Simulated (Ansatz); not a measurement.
Relaxation of a generated cell, SnTe placed in the AFLOW prototype AB_cI16_199_a_a (B_a); 8 atoms in the cell, which starts as I2₁3 (No. 199), cI16; a = 8.4249 Å, b = 8.4249 Å, c = 8.4249 Å, α = 90.00°, β = 90.00°, γ = 90.00°. Calculation: r2SCAN (plane waves to 500 eV, PAW, scalar-relativistic; Ansatz, a quantum-chemistry and plane-wave program). Γ-centred k-mesh 4×4×4 on the run's cell (coarser than for final values), Fermi–Dirac smearing 0.05 eV. This is the first round of the run. 

The optimiser's lines from the output (shortened; P is positive under compression):

```
relax step   1: F+E_penalty+E_count = -52131.41038324 eV  Δ(F+E_penalty+E_count) = +0.000e0 eV  max|allowed force component| = 4.544e-1 eV/Å  Δτ_max = 0.0000 Å  P = -6.219 GPa  Ω = 298.998 Å³  (9 SCF iters, dr2 threshold 1.00e-7 eV, accepted)
relax step   2: F+E_penalty+E_count = -52133.20297158 eV  Δ(F+E_penalty+E_count) = -1.793e0 eV  max|allowed force component| = 4.868e-1 eV/Å  Δτ_max = 0.1720 Å  P = -2.640 GPa  Ω = 257.300 Å³  (8 SCF iters, dr2 threshold 8.00e-7 eV, accepted)
relax step   3: F+E_penalty+E_count = -52133.75261562 eV  Δ(F+E_penalty+E_count) = -5.496e-1 eV  max|allowed force component| = 2.332e-1 eV/Å  Δτ_max = 0.1957 Å  P = +1.464 GPa  Ω = 241.366 Å³  (8 SCF iters, dr2 threshold 8.00e-7 eV, accepted)
relax step   4: F+E_penalty+E_count = -52134.05224621 eV  Δ(F+E_penalty+E_count) = -2.996e-1 eV  max|allowed force component| = 1.444e-1 eV/Å  Δτ_max = 0.1659 Å  P = +1.171 GPa  Ω = 244.653 Å³  (8 SCF iters, dr2 threshold 8.00e-7 eV, accepted)
relax step   5: F+E_penalty+E_count = -52134.17432448 eV  Δ(F+E_penalty+E_count) = -1.221e-1 eV  max|allowed force component| = 1.308e-1 eV/Å  Δτ_max = 0.1676 Å  P = -0.260 GPa  Ω = 251.507 Å³  (8 SCF iters, dr2 threshold 8.00e-7 eV, accepted)
relax step   6: F+E_penalty+E_count = -52134.20010837 eV  Δ(F+E_penalty+E_count) = -2.578e-2 eV  max|allowed force component| = 9.050e-2 eV/Å  Δτ_max = 0.1065 Å  P = +0.106 GPa  Ω = 254.274 Å³  (7 SCF iters, dr2 threshold 8.00e-7 eV, accepted)
relax step   7: F+E_penalty+E_count = -52134.22602973 eV  Δ(F+E_penalty+E_count) = -2.592e-2 eV  max|allowed force component| = 9.034e-3 eV/Å  Δτ_max = 0.0682 Å  P = +0.472 GPa  Ω = 255.084 Å³  (10 SCF iters, dr2 threshold 5.12e-7 eV, accepted)
relax step   8: F+E_penalty+E_count = -52134.23465137 eV  Δ(F+E_penalty+E_count) = -8.622e-3 eV  max|allowed force component| = 7.728e-3 eV/Å  Δτ_max = 0.0291 Å  P = +0.186 GPa  Ω = 259.699 Å³  (10 SCF iters, dr2 threshold 5.57e-7 eV, accepted)
relax step   9: F+E_penalty+E_count = -52134.23549035 eV  Δ(F+E_penalty+E_count) = -8.390e-4 eV  max|allowed force component| = 8.560e-4 eV/Å  Δτ_max = 0.0057 Å  P = +0.022 GPa  Ω = 261.409 Å³  (5 SCF iters, dr2 threshold 8.63e-8 eV, accepted)
relax step  10: F+E_penalty+E_count = -52134.23549596 eV  Δ(F+E_penalty+E_count) = -5.608e-6 eV  max|allowed force component| = 2.509e-4 eV/Å  Δτ_max = 0.0009 Å  P = -0.000 GPa  Ω = 261.690 Å³  (6 SCF iters, dr2 threshold 1.25e-9 eV, accepted)
relax step  11: F+E_penalty+E_count = -52134.23433282 eV  Δ(F+E_penalty+E_count) = +1.163e-3 eV  max|allowed force component| = 3.435e-4 eV/Å  Δτ_max = 0.0000 Å  P = -0.002 GPa  Ω = 261.690 Å³  stress off target by 2.27e-3 GPa  SCF on the basis re-selected at this cell (its energy is not comparable with the rows above)  (6 SCF iters)
```

From the first to the last row the energy changes by -0.35 eV/atom and the volume by -12.5 %. The last row is marked as not comparable with the walk above it, whose basis was carried along; it does compare with step 1, since both stand on a basis selected at the nominal cutoff for their own cell.

Later rounds, restarted from the end of this one on a renewed k-mesh, logged 3 more steps and released under 0.01 eV/atom more. The final structure after all rounds: I2₁3 (No. 199), cI16, AFLOW prototype AB_cI16_199_a_a (B_a); a = 8.0480 Å, b = 8.0480 Å, c = 8.0480 Å, α = 90.00°, β = 90.00°, γ = 90.00°. Between re-selections the logged energies stand on a plane-wave basis carried along with the cell. No spin polarisation in the result.

The run could not lower the symmetry of its start; a shaken copy of this end point relaxes with r2SCAN to P1 (No. 1), 0.26 eV/atom lower.

The relaxed structure here is a generated cell of SnTe: the first start was made by placing the elements on the sites of a structure type, and the end was not matched to a known phase here, so it may be hypothetical. Known forms of SnTe include space group No. 225.
